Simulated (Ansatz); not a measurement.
NbP in space group P6/mmm (No. 191; Nb on 3f, P on 1a, P on 2d) under volume change, r²SCAN in the plane-wave PAW code Ansatz, shape and atoms relaxed at each volume.

```csv
V (Å³/atom),E − E(relaxed) (meV/atom),P (GPa)
16.376,85.9,18.41
16.916,36.1,11.31
17.456,8.6,5.22
17.996,0.0,0.00
18.535,…,…
19.075,…,…
19.615,62.8,-11.51
```

Question: Some entries are withheld; supply them.

Answer: 
- 18.535, E − E(relaxed) (meV/atom): 7.7
- 18.535, P (GPa): -4.47
- 19.075, E − E(relaxed) (meV/atom): 29.4
- 19.075, P (GPa): -8.27

Question: What does a third-order Birch–Murnaghan fit give for V₀, B₀ and B′?

Answer: V₀ = 18.00 Å³/atom, B₀ = 160 GPa, B′ = 4.2.

A made-up cell: these elements were put on the sites of a structure type; neither database checked (COD, Materials Project) lists it. COD files the formula under space group No. 141, so this cell is another polymorph or a model. Whether it is the stable phase at ambient conditions was not checked. Symmetry was held in the r²SCAN relaxation; whether a distortion lowers the energy is not shown. The run is not spin-polarised.

Potentials: the later of the program's two PAW sets.
